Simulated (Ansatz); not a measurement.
Sb₃Au:
```
CELL_PARAMETERS angstrom
     -2.95882     2.95882     2.95882
      2.95882    -2.95882     2.95882
      2.95882     2.95882    -2.95882
ATOMIC_POSITIONS crystal
  Sb 0.00000 0.50000 0.50000
  Sb 0.50000 0.00000 0.50000
  Sb 0.50000 0.50000 0.00000
  Au 0.00000 0.00000 0.00000
```

Relaxed with r²SCAN. Special points in fractions of this cell's reciprocal vectors: Γ (0.000, 0.000, 0.000); H (0.500, -0.500, 0.500); N (0.000, 0.000, 0.500); P (0.250, 0.250, 0.250).

Problem. List the band energies nearest the Fermi level at these points for the program Ansatz at the r²SCAN with spin–orbit coupling level (PAW).

Solution. In eV from the Fermi level; about four levels below and three above (degenerate sets whole), none deeper than 8.9 eV; points with the same levels are listed once.

```json
[
 {"k": "Γ", "below": "-1.53 -1.53 -1.53 -1.53 -1.01 -1.01", "above": "4.07 4.07 4.07 4.07"},
 {"k": "H", "below": "-3.43 -3.43 -3.43 -3.43 -0.82 -0.82", "above": "0.12 0.12 0.12 0.12"},
 {"k": "N", "below": "-0.55 -0.55 -0.12 -0.12", "above": "0.31 0.31 1.40 1.40"},
 {"k": "P", "below": "-0.34 -0.34 -0.34 -0.34", "above": "1.33 1.33 1.33 1.33"}
]
```

Space group Im-3m. The workflow started from an entry of the Crystallography Open Database (COD). Its standing as an ambient phase is unchecked. The r²SCAN relaxation kept the symmetry of its start; whether a distortion lowers the energy is not shown.

Potentials: the later of the program's two PAW sets.
